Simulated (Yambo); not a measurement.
Yambo run on Na$_{2}$CO$_{3}$ (space group C2/m, No. 12). The wavefunctions are norm-conserving PBEsol (Quantum ESPRESSO, 88 Ry, without SOC) ones on a 2×2×2 mesh (40 occupied bands); a = b = 5.2951 Å, c = 6.2852 Å, α = β = 94.93°, γ = 59.88°.

Yambo input:

```
rim_cut
gw0
dyson
el_el_corr
HF_and_locXC
ppa
em1d
RandQpts= 1000000
RandGvec= 1 Ry
EXXRLvcs= 88 Ry
VXCRLvcs= 352 Ry
Chimod= "HARTREE"
% BndsRnXp
 5 | 232 |
%
NGsBlkXp= 7 Ry
% LongDrXp
 1.0 | 1.0 | 1.0 |
%
PPAPntXp= 27.2114 eV
% GbndRnge
 1 | 97 |
%
GTermKind= "BG"
DysSolver= "n"
ExtendOut
% QPkrange
 1 | 1 | 40 | 41 |
%
```

k points by index: 1 = Γ.

Table of the .qp output:

```
#    K-point    Band    Eo [eV]    E [eV]    E-Eo [eV]    Vxc [eV]    Vnlxc [eV]    Sc|Eo [eV]    Sc|E [eV]    dSc/dw|Eo [eV]    Re(Z)    Im(Z)
#
    1    40    0.000000    -1.735847    -1.735847    -20.24686    -26.38575    4.022806    4.403044    -5.960252    0.820319    -0.001113
    1    41    3.291394    4.411947    1.120552    -8.740257    -4.652827    -2.825946    -2.966878    -3.422168    0.888286    -0.721184E-3
```
(The two width columns are left out.) Convergence of these settings isn't established.

Geometry of the Materials Project entry, not relaxed at this level.
